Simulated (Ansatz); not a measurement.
Relaxed-ion elastic tensor of Al2O3 (corundum, space group No. 167) in GPa (Voigt order), the program Ansatz at the LDA level (PAW); density 4.07 g/cm³, 8.32 Å³ per atom.

```
  494    165    127   18.8    0.0    0.0
  165    494    127  -18.8    0.0    0.0
  127    127    492    0.0    0.0    0.0
 18.8  -18.8    0.0    152    0.0    0.0
  0.0    0.0    0.0    0.0    152   18.8
  0.0    0.0    0.0    0.0   18.8    165
```

Is the crystal mechanically stable?

Yes: the smallest eigenvalue of C is 139 GPa.

Work out the Voigt, Reuss and Hill averages.

K_V = 258, K_R = 257, K_H = 257; G_V = 165, G_R = 162, G_H = 163 GPa.

Give Young's modulus, Poisson's ratio, Pugh's ratio and the universal anisotropy index.

E = 9KG/(3K + G) = 404 GPa; ν = 0.24; K/G = 1.58 (brittle by the Pugh limit of 1.75); A_U = 5G_V/G_R + K_V/K_R − 6 = 0.09.

Estimate the sound speeds and the Debye temperature.

v_l = √((K + 4G/3)/ρ) = 10800 m/s, v_t = √(G/ρ) = 6330 m/s, mean 7020 m/s; Θ = (h/k)(3n/4πV)^(1/3) v_m = 1030 K.

Solve the Christoffel equation for the three sound speeds along x, y, z.

Eigenvalues of C_ijkl n_j n_l equal ρv². In km/s, slowest first: x 5.84, 6.62, 11.02; y 6.09, 6.36, 11.03; z 6.11, 6.11, 11.00.

How much does each axis shrink under pressure?

Linear compressibilities β_i = Σ_j S_ij (j = 1 to 3): x 1.2, y 1.2, z 1.4 per TPa.

Space group R-3c (corundum). The LDA relaxation kept the symmetry of its start; phonons on a q-mesh show no instability.

Potentials: the later of the program's two PAW sets.
